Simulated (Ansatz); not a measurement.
## GePt, one structure, two calculations

Cell: a Materials Project structure (computed, not necessarily an observed phase), atoms as given.

Space group Pnma (No. 62); a = 5.7560, b = 3.7300, c = 6.1116 Å.

```
site  Wyckoff  site symmetry       x       y       z
  Ge       4c            .m.  0.8139  0.7500  0.5880
  Pt       4c            .m.  0.0019  0.7500  0.1927
```

One atom of each set is listed.

First run. Computed with Ansatz: DFT, PBE, plane waves and PAW, scalar-relativistic, 420 eV cutoff, Γ-centred 5×8×5 k-points, Fermi–Dirac smearing 0.05 eV.

| site | V_zz (10²¹ V/m²) | η |
| --- | --- | --- |
| Ge | 7.06 | 0.97 |
| Pt | 4.18 | 0.07 |

Second run. The same atoms and settings, except that spin–orbit coupling is included (fully relativistic PAW files) and the mesh is 6×9×6.

Question: What does the second run give?

Answer: 

```tsv
site	V_zz	η	change of V_zz
Ge	-7.13	0.96	–
Pt	4.56	0.16	+0.38
```

The largest change of V_zz along a kept axis is on Pt, from 4.18 to 4.56. In per cent, |V_zz| changes by +9 on Pt (all sites that start above 2, bar those whose gradient vanishes or changes sign or whose main axis turns by over 40°). On Ge the largest principal value lies along another axis in the second run, so the two V_zz can't be compared directly.

At this cell the principal stresses reach 5 GPa in size with PBE, which can matter for small gradients.
